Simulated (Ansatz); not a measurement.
Cs2LiAlF6:
Space group P-3m1 (No. 164); a = b = 6.1944 Å, c = 4.9677 Å, α = β = 90.00°, γ = 120.00°

```tsv
atom	site	symmetry	x	y	z
Cs	2d	3m.	0.3333	0.6667	0.2280
Li	1a	-3m.	0.0000	0.0000	0.0000
Al	1b	-3m.	0.0000	0.0000	0.5000
F	6i	.m.	0.2692	0.1346	0.2790
```

Relaxed with r²SCAN. The program Ansatz at the r²SCAN level (PAW) gives a gap of 8.15 eV.

Question: What gap does HSE06 give on the same cell (Ansatz, PAW)?

Answer: 9.38 eV, 1.24 eV more. The hybrid was solved on a coarser mesh and at special points; its gap is the smallest among all of these.

```
k  v1 r²SCAN  c1 r²SCAN  v1 HSE06  c1 HSE06
-  ---------  ---------  --------  --------
Γ       0.00       8.15      0.00      9.38
A      -0.12       9.51     -0.12     10.89
K      -0.04       9.52       [?]       [?]
H      -0.13      10.07       [?]       [?]
M      -0.02       9.30       [?]       [?]
L      -0.12       9.88       [?]       [?]
```

Question: Top valence (v1) and lowest conduction level (c1) in eV from each method's valence maximum (which need not be a listed point): supply the withheld HSE06 values.

Answer: 
- H, v1 HSE06: -0.12
- H, c1 HSE06: 11.42
- M, v1 HSE06: -0.02
- M, c1 HSE06: 10.59
- K, v1 HSE06: -0.03
- K, c1 HSE06: 10.85
- L, v1 HSE06: -0.11
- L, c1 HSE06: 11.22

Cost on shared cores: the r²SCAN run (SCF on a 5×5×6 mesh, then bands and DOS) around 2.4 core-minutes (rough), the HSE06 run (SCF on 3×3×4, then a few points) around 4 core-minutes (rough); the tasks are unlike.

The workflow started from a Materials Project entry (that database holds measured and hypothetical structures alike); the Crystallography Open Database copy checked does not list it. Whether it is the stable phase at ambient conditions was not checked. The r²SCAN relaxation kept the symmetry of its start; its stability against distortions is not shown here. Spin–orbit coupling is left out wherever it is not named.

Potentials: the later of the program's two PAW sets.
